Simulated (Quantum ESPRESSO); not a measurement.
## Quadrupole interaction in CdIn2O4

```xyz
14
Lattice="0.0000 4.5830 4.5830 4.5830 0.0000 4.5830 4.5830 4.5830 0.0000" Properties=species:S:1:pos:R:3 pbc="T T T"
In     5.7287     5.7287     5.7287
In     5.7287     3.4373     3.4373
In     3.4373     3.4373     5.7287
In     3.4373     5.7287     3.4373
O      7.9061     7.9061     7.9061
O      3.5514     5.6146     5.6146
O      5.8429     5.8429     7.9061
O      5.6146     3.5514     5.6146
O      7.9061     5.8429     5.8429
O      3.5514     3.5514     3.5514
O      5.8429     7.9061     5.8429
O      5.6146     5.6146     3.5514
Cd     0.0000     0.0000     0.0000
Cd     2.2915     2.2915     2.2915
```
The cell was made here from an entry of the Crystallography Open Database (unchecked): atoms relaxed with PBE in the measured cell (PBE without dispersion, pw.x of a modified build of Quantum ESPRESSO, symmetry kept).  Stability against distortions was not tested.

Computed: field gradients by the PAW reconstruction of the field gradient on a scalar-relativistic PBE ground state (Quantum ESPRESSO, JTH datasets), 22.5 Ha, k-mesh 4×4×4 through Γ.

| site | site symmetry | Vzz (a.u.) | η_Q | ∣C_Q∣ (MHz) |
|---|---|---|---|---|
| In (atoms 1, 2, 3, 4) | -3m | -0.516 | 0.00 | 93.3 (¹¹⁵In) |
| O (atoms 5, 6, 7, 8, 9, 10, …) | 3m | 0.187 | 0.00 | 1.12 (¹⁷O) |
| Cd (atoms 13, 14) | -43m | 0 | – | – |

Quadrupole moments taken as inputs (sizes, barn, from the tables of PySCF and pymatgen): ¹¹⁵In 0.77, ¹⁷O 0.0256.

Principal values are ordered |Vxx| ≤ |Vyy| ≤ |Vzz|, η = (Vxx − Vyy)/Vzz, and C_Q = eQVzz/h is given by its size. Cores are frozen. Against all-electron runs on small test molecules, this scheme's |Vzz| missed by −17 % on In, −2 to +6 % on O. Spin–orbit coupling is left out, a limit on In.
